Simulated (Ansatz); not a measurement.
The end point of a relaxation of ZnO. Computed with PBEsol (plane waves to 420 eV, PAW, scalar-relativistic; Ansatz, a first-principles code).

```cif
data_O4Zn4
_chemical_formula_sum 'Zn4 O4'
_space_group_name_H-M_alt 'P 1'
_space_group_IT_number 1
_cell_length_a 3.22238
_cell_length_b 3.22238
_cell_length_c 10.47011
_cell_angle_alpha 90.000
_cell_angle_beta 90.000
_cell_angle_gamma 120.000
loop_
_space_group_symop_operation_xyz
  'x, y, z'
loop_
_atom_site_label
_atom_site_type_symbol
_atom_site_fract_x
_atom_site_fract_y
_atom_site_fract_z
_atom_site_occupancy
Zn1 Zn 0.00000 0.00000 0.00067 1
Zn2 Zn 0.00000 0.00000 0.50067 1
Zn3 Zn 0.66667 0.33333 0.75052 1
Zn4 Zn 0.33333 0.66667 0.25052 1
O1 O 0.00000 0.00000 0.81210 1
O2 O 0.00000 0.00000 0.31210 1
O3 O 0.66667 0.33333 0.56234 1
O4 O 0.33333 0.66667 0.06234 1
```

Task: Find the space group and the Wyckoff positions (tolerance 0.01 Å).

Result: Space group P6₃mc (No. 186); a = 3.2224 Å, b = 3.2224 Å, c = 10.4701 Å, α = 90.00°, β = 90.00°, γ = 120.00°

```json
[
 {"atom": "Zn", "site": "2a", "symmetry": "3m.", "x": "0.0000", "y": "0.0000", "z": "0.0007"},
 {"atom": "Zn", "site": "2b", "symmetry": "3m.", "x": "0.3333", "y": "0.6667", "z": "0.2505"},
 {"atom": "O", "site": "2a", "symmetry": "3m.", "x": "0.0000", "y": "0.0000", "z": "0.3121"},
 {"atom": "O", "site": "2b", "symmetry": "3m.", "x": "0.3333", "y": "0.6667", "z": "0.0623"}
]
```

This is the AFLOW prototype AB_hP8_186_ab_ab (B5, as in SiC).

Task: Give the shortest distances between elements (the closest pairs, up to four, under 3.6 Å).

Result: O–Zn 1.97 Å; O–O 3.21 Å; Zn–Zn 3.21 Å.

```yaml
volume_per_atom: 11.77 Å³
band_gap: 0.65 eV, direct at Γ (no spin-orbit coupling)
```

No spin polarisation in the result.

The run could not lose the symmetry of its start; a randomly shaken copy of 8 atoms returns to this structure.

The first start was generated by placing the elements on the sites of a structure type. A measured structure of ZnO has the same space group, P6₃mc (No. 186); the sites were not compared with it.
